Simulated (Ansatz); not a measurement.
Ansatz (a first-principles code) input:

Ansatz 0.2 input:
```yaml
crystal:
  lattice:
    - [5.6266113798, 0.0, 0.0]
    - [0.0, 4.179542221, 0.0]
    - [0.0, 0.0, 8.2491919852]
  atoms:
    - { symbol: In, position: [0.826840507, 0.25, 0.599501234] }
    - { symbol: In, position: [0.173159493, 0.75, 0.400498766] }
    - { symbol: In, position: [0.673159493, 0.75, 0.099501234] }
    - { symbol: In, position: [0.326840507, 0.25, 0.900498766] }
    - { symbol: Pd, position: [0.9265896783, 0.25, 0.2680931435] }
    - { symbol: Pd, position: [0.0734103217, 0.75, 0.7319068565] }
    - { symbol: Pd, position: [0.5734103217, 0.75, 0.7680931435] }
    - { symbol: Pd, position: [0.4265896783, 0.25, 0.2319068565] }
    - { symbol: Pd, position: [0.6540131755, 0.75, 0.4270020247] }
    - { symbol: Pd, position: [0.3459868245, 0.25, 0.5729979753] }
    - { symbol: Pd, position: [0.8459868245, 0.25, 0.9270020247] }
    - { symbol: Pd, position: [0.1540131755, 0.75, 0.0729979753] }
kpoints:
  mp_grid: { grid: [7, 10, 5] }
hamiltonian:
  xc: pbesol
  pseudopotentials: { kind: paw }
scf:
  occupations: { method: fermi_dirac, width: 0.1 }
phonons:
  method: dfpt
  response_accuracy: low
  eigenvectors: true
  rigid_motions: translations
```

Output (shortened):

```
Pseudopotential: In, paw, valence charge 13
Pseudopotential: Pd, paw, valence charge 18
Functional definition: PBEsol
Crystal: 12 atoms, lattice volume = 193.993 Å³
Basis set: ecut = 420 eV, 3765 PW (Γ), exchange–correlation on 80×60×120 points (8 copies of the dense FFT grid, shifted against one another)
Bands: 118, of which v1, the nominal top of the filled ones, is band 98 counted from 1 (97 counted from 0)
Symmetry: 8 space group operations
k-points: 108 of 350 (irreducible under 2 space group operations, time reversal used)
SCF iter   1: F=—  HF=-77361.388572 eV  |F-HF|=—  |Δ(HF+E_count)|=         —  Δρ=1.14e-2  dr2=2.71e-1  ethr=1.77e-3  ⟨swp⟩=5.9  Hψ=46526  notcnv=0  defer=254
preconditioner: auto → Kerker (q_TF=auto, 2.733 Å⁻¹)
SCF iter   2: F=—  HF=-77361.336586 eV  |F-HF|=—  |Δ(HF+E_count)|=   5.20e-2  Δρ=4.56e-3  dr2=4.81e-2  ethr=1.38e-4  ⟨swp⟩=1.0  Hψ=14708  notcnv=0  defer=705
SCF iter   3: F=—  HF=-77361.325956 eV  |F-HF|=—  |Δ(HF+E_count)|=   1.06e-2  Δρ=8.59e-4  dr2=1.55e-3  ethr=2.46e-5  ⟨swp⟩=2.0  Hψ=15799  notcnv=0  defer=705
SCF iter   4: F=—  HF=-77361.325695 eV  |F-HF|=—  |Δ(HF+E_count)|=   2.61e-4  Δρ=1.46e-4  dr2=7.37e-5  ethr=7.90e-7  ⟨swp⟩=2.1  Hψ=17321  notcnv=0  defer=705
SCF iter   5: F=—  HF=-77361.325669 eV  |F-HF|=—  |Δ(HF+E_count)|=   2.64e-5  Δρ=3.76e-5  dr2=5.01e-6  ethr=3.76e-8  ⟨swp⟩=2.1  Hψ=16568  notcnv=0  defer=705
SCF iter   6: F=—  HF=-77361.325662 eV  |F-HF|=—  |Δ(HF+E_count)|=   7.06e-6  Δρ=1.20e-5  dr2=2.94e-7  ethr=2.55e-9  ⟨swp⟩=2.1  Hψ=18939  notcnv=0  defer=705
SCF iter   7: F=—  HF=-77361.325662 eV  |F-HF|=—  |Δ(HF+E_count)|=   6.96e-8  Δρ=3.02e-6  dr2=1.76e-8  ethr=1.50e-10  ⟨swp⟩=2.0  Hψ=18976  notcnv=0  defer=705
SCF iter   8: F=—  HF=-77361.325662 eV  |F-HF|=—  |Δ(HF+E_count)|=   2.07e-9  Δρ=9.31e-7  dr2=2.09e-9  ethr=8.99e-12  ⟨swp⟩=2.0  Hψ=16827  notcnv=0  defer=705
SCF iter  11: F=-77361.325662 eV  HF=-77361.325662 eV  |F-HF|=2.91e-11  |Δ(HF+E_count)|=    0.00e0  Δρ=2.66e-8  dr2=1.33e-12  ethr=1.00e-12  ⟨swp⟩=10.5  Hψ=63055  notcnv=0
SCF 1 converged in 11 iterations: F = -77361.325662 eV  dr2 = 1.33e-12
DFPT response loops at Γ: preconditioner auto → Kerker (q_TF=auto, 2.733 Å⁻¹) (partly filled bands, converged f_vac=0.000) …
SCF converged after 11 iterations
Free energy (F): -77361.325662 eV
Harris-Foulkes:  -77361.325662 eV  (|F-HF|=2.91e-11)
Internal energy: -77361.167125 eV  (E = F + TS)
E sigma→0 (E₀):  -77361.246393 eV
Entropy (-TS):   -0.158536 eV (-13.211 meV/atom)
Fermi energy:    17.853858 eV
--- Per-component energies (eV) ---
  E_band       = -1099.642579
  E_kinetic    = 5102.326475
  E_local      = -18692.019420  (includes V_loc(G=0)·N_el)
  E_nonlocal   = 3232.560199
  E_hartree    = 7609.112525
  E_xc         = -2202.086997
  E_vxc        = -2098.257892  (∫ρ·V_xc dr)
  E_paw        = -45824.198668  (= ΣΔE_a)
  E_vpaw       = -3862.478569  (= ΣTr[D̂ρ^β])
  E_aug_tail   = 0.001686  (compensation charges beyond the density's cutoff)
  E_ewald      = -26590.226728
  E_core_change = 3.363803  (= ΣΔE_core)
  E_smearing   = -0.158536  (= −TS)
  E_closure    = 0.000000  (closes the sum)
  Σ components = -77361.325662   (vs F -77361.325662, Δ=0.00e0)
  [band-id]    e_kinetic+e_local+e_nonlocal+2·e_hartree+e_vxc+e_vpaw+e_augmentation_tail = -1099.642472   (vs E_band -1099.642579, Δ=1.08e-4)
--- Band table (eV; the first three rows and the last of 108) ---
  k-point 0: bands = ["-66.3512", "-66.3497", "-66.3437", "-66.3434", "-66.2639", "-66.2628", "-66.2515", "-66.2515", "-32.1798", "-32.1793", "-32.1729", "-32.1639", "-32.1602", "-32.1412", "-32.1369", "-32.1268", "-32.1209", "-32.1021", "-32.0988", …
  k-point 1: bands = ["-66.3511", "-66.3499", "-66.3436", "-66.3435", "-66.2638", "-66.2629", "-66.2515", "-66.2515", "-32.1800", "-32.1796", "-32.1714", "-32.1638", "-32.1586", "-32.1416", "-32.1391", "-32.1359", "-32.1111", "-32.0998", "-32.0959", …
  k-point 2: bands = ["-66.3507", "-66.3503", "-66.3436", "-66.3435", "-66.2635", "-66.2631", "-66.2515", "-66.2515", "-32.1802", "-32.1801", "-32.1680", "-32.1648", "-32.1537", "-32.1459", "-32.1424", "-32.1420", "-32.0993", "-32.0958", "-32.0905", …
  k-point 107: bands = ["-66.3466", "-66.3466", "-66.3466", "-66.3466", "-66.2592", "-66.2592", "-66.2564", "-66.2564", "-32.1791", "-32.1791", "-32.1783", "-32.1783", "-32.1477", "-32.1477", "-32.1438", "-32.1438", "-32.0954", "-32.0954", "-32.0917", …
--- Phonons (Γ-DFPT): 9 representative perturbations + reference, on 108 of 350 k-points (Σ response iterations 28) ---
  ASR residual: 1.524e-3 → 0.000e0 eV/Å²; symmetrization residual: 4.969e-4 eV/Å²
  ASR residual per site (eV/Å²): 7.50e-4 7.50e-4 7.50e-4 7.50e-4 1.52e-3 1.52e-3 1.52e-3 1.52e-3 7.30e-4 7.30e-4 7.30e-4 7.30e-4
  Γ frequencies (cm⁻¹): 0.00 0.00 0.00 54.41 59.82 69.64 81.37 81.97 88.36 91.06 104.62 106.69 107.73 115.10 116.56 119.10 122.43 126.89 130.34 135.91 143.05 145.81 150.73 153.42 164.63 165.96 170.40 172.34 172.53 175.81 180.19 186.78 190.00 192.11 196.35 202.76
  non-analytic LO–TO correction: not included (Born effective charges unavailable; polar crystals: no LO–TO splitting at Γ)
```

Cost: about 40 core-minutes (a rough figure) on shared cores.

Space group Pnma. The workflow started from a Materials Project entry (that database holds measured and hypothetical structures alike); the Crystallography Open Database copy checked does not list it. Its standing as an ambient phase is unchecked. The cell was relaxed with PBEsol under the symmetry of its start; its stability against distortions is not shown here. The run is not spin-polarised. As this level gives no gap, phonon frequencies hold no LO–TO term and depend on the k-mesh and smearing (Fermi–Dirac, 0.1 eV here). Scalar-relativistic: spin–orbit coupling is off unless named, which matters more the heavier the elements.

Potentials: the later of the program's two PAW sets.

Ansatz is a plane-wave DFT program.
